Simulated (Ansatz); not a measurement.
With DFT-r²SCAN in the program Ansatz with PAW potentials, CuI in the hexagonal phase (P6_422; Cu on 3c, I on 3d) relaxes to a = 4.219 Å, c = 9.761 Å. Against the elements it lies at -0.079 eV/atom, with no fitted shifts.

It is gapped at this level: 1.13 eV (indirect). The valence maximum lies at A and the conduction minimum at Γ. Electrons at the band edge weigh 0.17 mₑ (isotropic). The hole mass is 0.39, 0.39, 0.64 mₑ (principal values). The magnetic state found is non-magnetic (starting moments vanished).

An equation-of-state fit gives a bulk modulus of 46.3 GPa. Bader charges are Cu +0.40, I -0.40 e.

The start of the workflow was typed in or built on a structure type; neither database checked (COD, Materials Project) lists it. It is not the phase usual at ambient conditions (space group No. 216). The r²SCAN relaxation kept the symmetry of its start; its stability against distortions is not shown here. The workflow began spin-polarised and lost its moments. The references are the lowest solids computed at this level, not always the standard phases. Scalar-relativistic: spin–orbit coupling is off unless named, which matters more the heavier the elements.

Potentials: the later of the program's two PAW sets.
